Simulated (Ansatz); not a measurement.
HfW2 (cubic Laves (MgCu2 type), space group No. 227) at seven volumes, DFT-r²SCAN in the program Ansatz with PAW potentials, scaled uniformly. One row is withheld.

| V (Å³/atom) | P (GPa) |
|---|---|
| 16.552 | 26.22 |
| 17.098 | 16.20 |
| 17.644 | 7.51 |
| 18.189 | -0.01 |
| 18.735 | -6.50 |
| 19.281 | -12.08 |
| 19.826 | ? |

Question: Fit the shown pressures and predict the withheld one.

Answer: Third-order Birch–Murnaghan: P = (3/2)B₀(x^(7/2) − x^(5/2))[1 + (3/4)(B′ − 4)(x − 1)] with x = (V₀/V)^(2/3). Least squares on the six rows gives V₀ = 18.190 Å³/atom, B₀ = 232.2 GPa, B′ = 3.82. At V = 19.826, x = 0.9442 and P = -16.96 GPa. The run itself gave -16.85 GPa.

Space group Fd-3m (cubic Laves (MgCu2 type)). The workflow started from an entry of the Crystallography Open Database (COD). Its standing as an ambient phase is unchecked. The cell was relaxed with r²SCAN under the symmetry of its start; its stability against distortions is not shown here. No spin polarisation was allowed. Spin–orbit coupling is left out wherever it is not named.

Potentials: the later of the program's two PAW sets.
